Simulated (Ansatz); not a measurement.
V$_{2}$O$_{3}$ (corundum, R-3c) at seven volumes, plane-wave PAW PBEsol (Ansatz code), shape and atoms relaxed at each. One row is withheld.

| V (Å³/atom) | P (GPa) |
|---|---|
| 8.527 | 28.40 |
| 8.808 | 17.60 |
| 9.089 | 8.19 |
| 9.371 | 0.00 |
| 9.652 | -6.99 |
| 9.933 | ? |
| 10.214 | -17.93 |

**Question.** Fit the shown pressures and predict the withheld one.

**Answer.** Third-order Birch–Murnaghan: P = (3/2)B₀(x^(7/2) − x^(5/2))[1 + (3/4)(B′ − 4)(x − 1)] with x = (V₀/V)^(2/3). Least squares on the six rows gives V₀ = 9.372 Å³/atom, B₀ = 248.7 GPa, B′ = 4.04. At V = 9.933, x = 0.9620 and P = -12.86 GPa. The run itself gave -12.92 GPa.

The PBEsol relaxation kept the symmetry of its start. Spin order of the final state: ferromagnetic, chosen from 5 collinear starts compared on coarse meshes (ties went to the first, and starts can fall back to one state), not a proven ground state. No Hubbard U is applied.

Potentials: the earlier of the program's two PAW sets. The files were generated under PBE; for other functionals the program regenerates the frozen cores, and for LDA and PBEsol the local potential too.
